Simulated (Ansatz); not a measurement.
## K: computed property card

K:
```xyz
2
Lattice="2.2591 -3.9096 0.0000 2.2591 3.9096 0.0000 0.0000 0.0000 7.2913" Properties=species:S:1:pos:R:3 pbc="T T T"
K      2.2591    -2.6044     1.8228
K      2.2591     2.6044     5.4685
```

Space group P6_3/mmc (No. 194), hcp (Mg type); conventional cell a = b = 4.5167 Å, c = 7.2913 Å, α = β = 90.00°, γ = 120.00°.

Method: LDA in the plane-wave PAW code Ansatz. Geometry: relaxed at this level of theory. Other levels are named where they apply.

**Cell and energy**

```
Item                  Value
---------------  ----------
Volume per atom    64.40 Å³
Density          1.01 g/cm³
```

**Electronic structure**

```
Item                                                                         Value
------------------------------------  --------------------------------------------
Electronic character                                             metallic (no gap)
Density of states at the Fermi level  0.79 states/eV per atom (mean over ±0.08 eV)
```

The first step of the workflow began from a Materials Project structure, measured or hypothetical; the Crystallography Open Database copy checked does not list it. It is not the phase usual at ambient conditions (space group No. 229). Symmetry was held in the LDA relaxation; its stability against distortions is not shown here. Point labels and valley counts follow the cell and symmetry of the run, lower than the named group. Axis ratios of metals converge slowly with the k-mesh, so a and c are less sure than the volume.

Potentials: the later of the program's two PAW sets.
